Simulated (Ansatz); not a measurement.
K (diamond type), DFT, LDA, all-electron LAPW, scalar-relativistic (Ansatz 0.2.0), on 1 thread of AMD EPYC 7R43 64-Core Processor (Zen 3) (shared host).

Command: `ansatz run input.yaml --threads 1 --pin off --max-ram 2048MiB --backend cpu --events-out ev --progress --plain --runs-dir out`

```yaml
crystal:
  lattice:
    - [0.0, 4.5665085075, 4.5665085075]
    - [4.5665085075, 0.0, 4.5665085075]
    - [4.5665085075, 4.5665085075, 0.0]
  atoms:
    - { symbol: K, position: [-0.125, -0.125, -0.125] }
    - { symbol: K, position: [0.125, 0.125, 0.125] }
kpoints:
  mp_grid: { grid: [9, 9, 9] }
  band_path:
    path:
      - [0.0, 0.0, 0.0]
      - [0.5, 0.0, 0.5]
      - [0.625, 0.25, 0.625]
      - [0.375, 0.375, 0.75]
      - [0.0, 0.0, 0.0]
      - [0.5, 0.5, 0.5]
      - [0.5, 0.25, 0.75]
      - [0.5, 0.0, 0.5]
    npoints: 14
scf:
  occupations: { method: fermi_dirac, width: 0.08 }
hamiltonian:
  xc: lda
  pseudopotentials: { kind: all_electron, lapw: { basis_error: 0.001 } }
output:
  forces: true
  stress: true
  eigenvalues: true
  populations: true
  dos: { projected: true, de: 0.2, e_range: [-14, 8] }
```

Q: How large is the problem that the program sets up?

A: 35 irreducible k-points, 331 plane waves at Γ, 13 bands.

Q: About how long does it take?

A: 7.9 s of wall time for 7 SCF iterations. Times on shared machines scatter by tens of per cent.
